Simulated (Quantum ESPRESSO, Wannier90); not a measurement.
# Wannierisation of ZrGa3 (I4/mmm)

```xyz
4
Lattice="3.8862 0.0000 0.0000 0.0000 3.8862 0.0000 -1.9431 -1.9431 4.5503" Properties=species:S:1:pos:R:3 pbc="T T T"
Zr     0.0000     0.0000     0.0000
Ga    -1.9431     0.0000     2.2752
Ga     0.0000    -1.9431     2.2752
Ga     1.9431     1.9431     0.0000
```

Structure: Materials Project mp-30685, symmetrised, not relaxed again. COD (Crystallography Open Database) has an entry of this formula and space group (matched by these alone). Level: PBEsol, spinors with spin-orbit coupling; pw.x of Quantum ESPRESSO at 64 Ry with PseudoDojo potentials, 4×4×4 k-points, Wannier90. Density: 12×12×12 mesh, cold smearing 0.01 Ry.

A tight-binding model is made by disentanglement and projection with no localisation steps (num_iter = 0), so the 42 orbitals stay atom-like: hydrogen-like Zr: s;p;d; Ga: s;p, axes along x, y, z; frozen window up to 3.00 eV relative to the Fermi level. It follows pw.x to 21 meV rms for states up to 1.0 eV relative to the Fermi level. Matrix elements depend on this choice of orbitals and windows.

Problem. What are the on-site energies relative to the Fermi level, and how fast do the hoppings decay?

Solution. 
| atom | orbitals | energy (eV) |
|---|---|---|
| Zr1 | s↑ s↓ | 5.73 |
| Zr1 | pz↑ pz↓ | 9.61 |
| Zr1 | px↑ px↓ py↑ py↓ | 10.48 |
| Zr1 | dz2↑ dz2↓ | 2.41 |
| Zr1 | dxz↑ dxz↓ dyz↑ dyz↓ | 2.25 |
| Zr1 | dx2-y2↑ dx2-y2↓ | 1.96 |
| Zr1 | dxy↑ dxy↓ | 2.76 |
| Ga2 | s↑ s↓ | -2.52 |
| Ga2 | pz↑ pz↓ | 4.64 |
| Ga2 | px↑ px↓ py↑ py↓ | 4.91 |
| Ga3 | s↑ s↓ | -2.52 |
| Ga3 | pz↑ pz↓ | 4.64 |
| Ga3 | px↑ px↓ py↑ py↓ | 4.91 |
| Ga4 | s↑ s↓ | -2.42 |
| Ga4 | pz↑ pz↓ | 4.37 |
| Ga4 | px↑ px↓ py↑ py↓ | 5.33 |

| distance of the centres (Å) | largest modulus (eV) |
|---|---|
| 2–3 | 1.7 |
| 3–4 | 1.1 |
| 4–5 | 0.30 |
| 5–6 | 0.47 |
| 6–7 | 0.11 |
